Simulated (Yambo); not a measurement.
G0W0@PBEsol for Rb₂NiF₆ (space group Fm-3m, No. 225) in Yambo. Reference settings: 2×2×2 Γ-centred k mesh, bands 5 to 222 and a 7 Ry block in the screening, 222 bands in G with the Bruneval-Gonze terminator, plasmon pole fitted at 27.2 eV. The PBEsol gap X → X on this mesh is 1.64 eV; G0W0 gaps are taken between the same points.

The settings were changed. The gap went from 5.38 eV to 6.42 eV, and the shift of the valence edge from -1.58 eV to -2.41 eV.

Name the change that produced these shifts.
A. 3 Ry block
B. 146 bands in G
C. 91 bands in W, 91 bands in G
D. 2 Ry block

A, 3 Ry block. The others gave (gap, valence shift): 2 Ry block: 6.65, -2.67 eV; 146 bands in G: 5.40, -1.59 eV; 91 bands in W, 91 bands in G: 5.46, -1.54 eV.

Geometry of the Materials Project entry, not relaxed at this level; primitive cell a = 5.911 Å, b = 5.911 Å, c = 5.911 Å, α = 60.00°, β = 60.00°, γ = 60.00°.

The runs are not spin-polarised; magnetic order was not tried.

A shift is the quasiparticle energy of the state minus its PBEsol energy.
